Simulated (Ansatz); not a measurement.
Relaxed-ion elastic tensor of MgTe (zinc blende, space group No. 216) in GPa (Voigt order), plane-wave PAW PBE (Ansatz code); density 3.66 g/cm³, 34.47 Å³ per atom.

```
44.1  28.9  28.9   0.0   0.0   0.0
28.9  44.1  28.9   0.0   0.0   0.0
28.9  28.9  44.1   0.0   0.0   0.0
 0.0   0.0   0.0  17.4   0.0   0.0
 0.0   0.0   0.0   0.0  17.4   0.0
 0.0   0.0   0.0   0.0   0.0  17.4
```

### Question
Is the crystal mechanically stable?

### Answer
Yes: the smallest eigenvalue of C is 15.3 GPa.

### Question
Work out the Voigt, Reuss and Hill averages.

### Answer
K_V = 34.0, K_R = 34.0, K_H = 34.0; G_V = 13.5, G_R = 11.5, G_H = 12.5 GPa.

### Question
Give Young's modulus, Poisson's ratio, Pugh's ratio and the universal anisotropy index.

### Answer
E = 9KG/(3K + G) = 33.4 GPa; ν = 0.34; K/G = 2.72 (ductile by the Pugh limit of 1.75); A_U = 5G_V/G_R + K_V/K_R − 6 = 0.86.

### Question
Estimate the sound speeds and the Debye temperature.

### Answer
v_l = √((K + 4G/3)/ρ) = 3720 m/s, v_t = √(G/ρ) = 1850 m/s, mean 2070 m/s; Θ = (h/k)(3n/4πV)^(1/3) v_m = 190 K.

### Question
Give the Zener ratio and Young's modulus along [100], [110] and [111].

### Answer
A = 2C44/(C11 − C12) = 2.28; 1/E = S11 − 2(S11 − S12 − S44/2)Γ with Γ = 0, 1/4, 1/3 gives 21.3, 35.0, 44.5 GPa.

Space group F-43m (zinc blende). The cell was relaxed with PBE under the symmetry of its start; phonons on a q-mesh show no instability. Spin–orbit coupling is left out wherever it is not named.

Potentials: the later of the program's two PAW sets.
